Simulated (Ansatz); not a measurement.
## LuHg: one input, then a changed one

The geometry is COD entry 1523433, unchecked; take it as a test cell. The listed cell was then made from it by scaling, straining or moving an atom.

First run: DFT, LDA, PAW with Ansatz's default frozen-core files, scalar-relativistic (Ansatz 0.2.0).

Command: `ansatz run input.yaml --threads 1 --pin off --max-ram 2048MiB --backend cpu --events-out ev --progress --plain --runs-dir out` The run took about 20 s on 1 thread of a shared machine.

```yaml
crystal:
  lattice:
    - [3.7007299438, 0.0, 0.0]
    - [0.0, 3.7007299438, 0.0]
    - [0.0, 0.0, 3.7007299438]
  atoms:
    - { symbol: Lu, position: [0.5, 0.5, 0.5] }
    - { symbol: Hg, position: [0.0, 0.0, 0.0] }
kpoints:
  mp_grid: { grid: [9, 9, 9] }
scf:
  occupations: { method: fermi_dirac, width: 0.05 }
hamiltonian:
  xc: lda
  pseudopotentials: { kind: paw }
output:
  forces: true
  stress: true
  efg: { contact_densities: true }
relax:
  f_tol: 0.005
  max_steps: 80
  cell: {}
```

Result: converged; relaxed volume 22.282 Å³/atom; 38 SCF iterations in all.

No spin–orbit coupling, which matters for the heavy atoms here.

The input is then changed:

```diff
@@ -22,3 +22,4 @@
   max_steps: 80
   cell: {}
+accuracy: medium
```

Predict the outcome of the changed run.

It converged; relaxed volume 22.282 Å³/atom; 38 SCF iterations in all.
